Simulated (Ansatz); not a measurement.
The start is a relaxed BaTiO3 cell, doubled along one cell vector, shaken by Gaussian noise of σ = 0.08 Å a coordinate. A full variable-cell relaxation at zero pressure is run with r2SCAN (plane waves to 500 eV, PAW, scalar-relativistic; Ansatz, an electronic-structure program). The first steps use a 8×8×4 k-mesh.

Starting cell:
```
BaTiO3
1.0
    2.84002     1.63969     2.33139
   -2.84002     1.63969     2.33139
    0.00000    -6.55875     4.66278
Ba Ti O
2 2 6
Direct
  0.47171   0.47347   0.23067
  0.44702   0.43285   0.74557
  0.94335   0.96337   0.47994
  0.00050   0.97091   0.96640
  0.46425   0.99886   0.49459
  0.53467   0.94764   0.98089
  0.97354   0.00691   0.24240
  0.96104   0.96848   0.74376
  0.99924   0.52628   0.50302
  0.01413   0.51746   0.98379
```

Task: Which atoms feel the largest initial force, and how large is it?

Result: 2.10 eV/Å, on O6 (atoms numbered as listed).

Task: Does it find its way back to the structure it was made from?

Result: The parent structure is recovered, R3m (No. 160).

Task: How do the shortest distances between atoms change?

Result: The closest pairs of elements (up to four, under 3.6 Å), start → end: O–Ti 1.78 → 1.87 Å; O–O 2.56 → 2.79 Å; Ba–O 2.61 → 2.78 Å; Ba–Ti 3.13 → 3.40 Å.

Task: What band gap does the relaxed structure have at this level?

Result: 2.87 eV, indirect (valence top at T, conduction bottom at Γ) (no spin-orbit coupling).

It ends as:

```cif
data_Ba3O9Ti3
_chemical_formula_sum 'Ba3 Ti3 O9'
_space_group_name_H-M_alt 'R3m :H'
_space_group_IT_number 160
_space_group_name_Hall 'R 3 -2"'
_cell_length_a 5.68022
_cell_length_b 5.68022
_cell_length_c 6.99450
_cell_angle_alpha 90.000
_cell_angle_beta 90.000
_cell_angle_gamma 120.000
loop_
_atom_site_label
_atom_site_type_symbol
_atom_site_symmetry_multiplicity
_atom_site_Wyckoff_symbol
_atom_site_fract_x
_atom_site_fract_y
_atom_site_fract_z
_atom_site_occupancy
Ba1 Ba 3 a 0.00000 0.00000 0.52640 1
Ti1 Ti 3 a 0.00000 0.00000 0.03989 1
O1 O 9 b 0.32698 0.16349 0.17686 1
```
(The calculation used a cell of 5 atoms; values per cell refer to that cell.)

No spin polarisation in the result.

The first start was generated by placing the elements on the sites of a structure type. A measured structure of BaTiO3 has the same space group, R3m (No. 160); the sites were not compared with it. Another known form has space group No. 99.
